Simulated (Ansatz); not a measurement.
## Bi2Te3 (Bi2Te3 type, space group R-3m): scan of one atom of the cell

Bi2Te3 (Bi2Te3 type, space group R-3m)

```xyz
5
Lattice="2.1978 1.2689 10.4630 -2.1978 1.2689 10.4630 0.0000 -2.5378 10.4630" Properties=species:S:1:pos:R:3 pbc="T T T"
Bi     0.0000     0.0000    12.5036
Bi     0.0000     0.0000    18.8852
Te     0.0000     0.0000     0.0000
Te     0.0000     0.0000     6.7096
Te     0.0000     0.0000    24.6792
```

In this cell atom 3 (Te, nearest neighbour Bi at 3.256 Å; its periodic images, 4.4 Å or more away, move with it) is moved by s along Cartesian [111], unit vector (0.577, 0.577, 0.577); all other atoms and the cell stay fixed.

Level of theory: r2SCAN+rVV10 (plane waves to 500 eV, PAW, scalar-relativistic; Ansatz, a quantum-chemistry and plane-wave program). k mesh 7×7×7 (Γ-centred), Fermi-Dirac smearing 0.05 eV. Energies are smeared free energies. Stress and pressure are positive under compression. F∥ is the force on the atom along that direction. F⊥ is the part of the force across the line. Bi2Te3 was relaxed with its symmetry unable to fall. Spin-orbit coupling is left out, though Bi and Te are heavy. The PAW data are Ansatz's earlier set. ΔE is measured from the undisplaced structure.

```tsv
s (Å)	ΔE (meV/cell)	F∥ (eV/Å)	|F⊥| (eV/Å)	P (GPa)
-0.980	2163	5.162	3.220	5.96
-0.784	1295	3.737	1.766	3.81
-0.588	684	2.535	0.914	2.16
-0.392	288	1.538	0.444	0.97
-0.196	69	0.716	0.181	0.24
0.000	0	0.000	0.000	0.00
0.196	69	-0.716	0.181	0.24
0.392	288	-1.538	0.444	0.97
0.588	684	-2.535	0.914	2.16
0.784	1295	-3.737	1.766	3.81
0.980	2163	-5.162	3.220	5.96
```

Key numbers:

- Energy at s = 0.980 Å = 2163 meV/cell
- Force along the line at s = -0.980 Å = 5.16 eV/Å
- Symmetry of the curve = even: the same for both signs
- Shape of the curve = a single well with its minimum at or next to zero displacement
- Force constant k = d²E/ds² at s = 0 (finite differences) = 3.56 eV/Å²
- Harmonic estimate at the end of the scan = ½ks² = 1712 meV/cell against the computed 2163 meV/cell, so the well is stiffer than harmonic there

(A displaced cell: forces are minus the slopes of the energy, force constants its curvatures, and phonons follow from these.)
